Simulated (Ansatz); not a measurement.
MgSe (rock salt)

```xyz
2
Lattice="0.0000 2.7249 2.7249 2.7249 0.0000 2.7249 2.7249 2.7249 0.0000" Properties=species:S:1:pos:R:3 pbc="T T T"
Se     0.0000     0.0000     0.0000
Mg     2.7249     2.7249     2.7249
```

The slice is a {111} plane (indices of the conventional cell) through the point (0.500, 0.500, 0.500) (fractional), spanned by u = [100] and v = [-1 2 0] in vectors of this cell: u (3.85 Å) and v (6.67 Å, at 90° to u). It covers one period; positions are fractions (u, v).

The numbers are results of PBEsol (plane waves to 420 eV, PAW, scalar-relativistic; Ansatz, an electronic-structure program), not measurements. k mesh 10×10×10. Near the nuclei the fields are pseudised (PAW); where an atom keeps semicore shells as valence, they peak there. MgSe was relaxed with its symmetry unable to fall.

**Question.** Sketch the valence electron density on this plane as a map.

**Answer.** 
```
|887722000000000000002277|
|332200000000000000000022|
|000000000000000000000000|
|000000000000000000000000|
|000000000000000000000000|
|000000000000000000000000|
|000000000000000000000000|
|000000000022332200000000|
|000000002277887722000000|
|000000004488998844000000|
|000000002277887722000000|
|000000000022332200000000|
|000000000000000000000000|
|000000000000000000000000|
|000000000000000000000000|
|000000000000000000000000|
|000000000000000000000000|
|332200000000000000000022|
|887722000000000000002277|
|998844000000000000004488|
```
Scale: ten equal steps from -1.09 (start of '0') to 1.50 (end of '9'), in the order '0123456789'. Values: log₁₀ of the valence density in e/Å³. The map has 12 points along u (two characters each, u = 0 at the left) and 20 along v (v = 0 in the bottom row). The scale is logarithmic, as a density can span decades between atoms and voids.
